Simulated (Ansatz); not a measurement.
Co:
```
Co
1.0
    2.45593     0.00000     0.00000
   -1.22797     2.12690     0.00000
    0.00000     0.00000     3.96777
Co
2
Direct
  0.33333   0.66667   0.75000
  0.66667   0.33333   0.25000
```
The run is spin-polarised; directions of the spins, atom by atom: ↑ ↑.

Relaxed with PBEsol. Special points in fractions of this cell's reciprocal vectors: Γ (0.000, 0.000, 0.000); M (0.500, 0.000, 0.000); K (0.333, 0.333, 0.000); A (0.000, 0.000, 0.500); L (0.500, 0.000, 0.500); H (0.333, 0.333, 0.500).

List the band energies nearest the Fermi level at these points for the program Ansatz at the PBEsol level (PAW).

In eV from the Fermi level; about four levels below and three above (degenerate sets whole), none deeper than 8.9 eV; … stands for higher levels left out; points with the same levels are listed once.

```
k                            below                above
---  -----------------------------  -------------------
Γ ↑  -1.92 -1.92 -0.71 -0.71 -0.23                    …
M ↑        -2.21 -0.57 -0.46 -0.41          1.41 3.50 …
K ↑        -1.92 -0.83 -0.83 -0.70               4.63 …
A ↑        -1.05 -1.05 -1.05 -1.05                    …
L ↑        -1.02 -1.02 -0.47 -0.47          1.58 1.58 …
H ↑        -1.88 -1.88 -0.66 -0.66          5.89 5.89 …
Γ ↓  -0.66 -0.66 -0.21 -0.21 -0.21          1.12 1.12 …
M ↓        -2.00 -1.23 -1.13 -0.68       1.26 1.41 1.44
K ↓        -2.87 -1.50 -1.50 -0.36       0.96 0.96 1.14
A ↓        -1.13 -1.13 -1.13 -1.13  0.75 0.75 0.75 0.75
L ↓        -2.58 -2.58 -0.09 -0.09  0.22 0.22 1.37 1.37
H ↓        -1.88 -1.88 -0.22 -0.22  1.15 1.15 6.58 6.58
```

Space group P6_3/mmc (hcp (Mg type)). Symmetry was held in the PBEsol relaxation. Magnetic state: ferromagnetic, chosen from 5 collinear starts compared on coarse meshes (ties went to the first, and starts can fall back to one state), not a proven ground state. Textbook magnetic order: ferromagnetic.

Potentials: the earlier of the program's two PAW sets. The files were generated under PBE; for other functionals the program regenerates the frozen cores, and for LDA and PBEsol the local potential too.
